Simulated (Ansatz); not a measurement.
PdSb₂ (space group Pa-3)

```
PdSb2
1.0
    6.46448     0.00000     0.00000
    0.00000     6.46448     0.00000
    0.00000     0.00000     6.46448
Sb Pd
8 4
Direct
  0.37286   0.37286   0.37286
  0.62714   0.62714   0.62714
  0.12714   0.62714   0.87286
  0.87286   0.37286   0.12714
  0.87286   0.12714   0.62714
  0.12714   0.87286   0.37286
  0.62714   0.87286   0.12714
  0.37286   0.12714   0.87286
  0.00000   0.00000   0.00000
  0.50000   0.00000   0.50000
  0.50000   0.50000   0.00000
  0.00000   0.50000   0.50000
```

The slice is a {110} plane (indices of the conventional cell) through the point (0.627, 0.873, 0.127) (fractional), spanned by u = [100] and v = [011] in vectors of this cell: u (6.46 Å) and v (9.14 Å, at 90° to u). It covers one period; positions are fractions (u, v).

Calculation: PBEsol (plane waves to 420 eV, PAW, scalar-relativistic; Ansatz, a quantum-chemistry and plane-wave program). k mesh 6×6×6. Inside the PAW spheres the values are not all-electron values, and peaks at nuclei hang on which shells count as valence. PdSb2 is run without spin polarisation. PdSb2 was relaxed with its symmetry unable to fall. Spin-orbit coupling is left out, though Sb is heavy.

### Question
Sketch the electrostatic potential energy of an electron, from the cell's mean on this plane as a map.

### Answer
| v \ u | 0.00 | 0.14 | 0.29 | 0.43 | 0.57 | 0.71 | 0.86 |
|---|---|---|---|---|---|---|---|
| 0.90 | x | 3.1 | 7.9 | 4.8 | 5.6 | 8.5 | 3.0 |
| 0.75 | 5.5 | 8.4 | 4.4 | x | x | 4.1 | 2.1 |
| 0.60 | <0.0 | 6.3 | 7.9 | 4.9 | 5.7 | 8.6 | 6.2 |
| 0.45 | 8.3 | 5.7 | 2.2 | 5.4 | 8.1 | 4.2 | 6.5 |
| 0.30 | 7.6 | 6.0 | 3.8 | 7.9 | 7.7 | 3.8 | 2.6 |
| 0.15 | 4.3 | 7.6 | 8.1 | 1.5 | 1.5 | 8.1 | 6.3 |
| 0.00 | x | x | 5.3 | 3.4 | 7.3 | 8.1 | x |

Values: electrostatic potential energy of an electron, from the cell's mean, in eV. Points within 1 Å of a nucleus are blanked (x), as the pseudised field means little there. Values under 0 eV are set to 0. The zero, the cell's mean, hangs on the PAW cores.
